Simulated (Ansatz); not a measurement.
ReC (rock salt, Fm-3m) at seven volumes, PBE (plane waves, PAW; program Ansatz), scaled uniformly. One row is withheld.

| V (Å³/atom) | P (GPa) |
|---|---|
| 9.342 | 43.04 |
| 9.650 | ? |
| 9.958 | 12.08 |
| 10.266 | 0.00 |
| 10.574 | -10.22 |
| 10.882 | -18.88 |
| 11.190 | -26.22 |

Q: Fit the shown pressures and predict the withheld one.

A: Third-order Birch–Murnaghan: P = (3/2)B₀(x^(7/2) − x^(5/2))[1 + (3/4)(B′ − 4)(x − 1)] with x = (V₀/V)^(2/3). Least squares on the six rows gives V₀ = 10.266 Å³/atom, B₀ = 369.1 GPa, B′ = 4.48. At V = 9.650, x = 1.0421 and P = 26.24 GPa. The run itself gave 26.32 GPa.

The start of the workflow was typed in or built on a structure type; neither database checked (COD, Materials Project) lists it. Whether it is the stable phase at ambient conditions was not checked. The PBE relaxation kept the symmetry of its start; whether a distortion lowers the energy is not shown. The run is not spin-polarised. Its formation energy is positive at this level, so the cell may be metastable or incomplete. Spin–orbit coupling is left out wherever it is not named.

Potentials: the earlier of the program's two PAW sets.
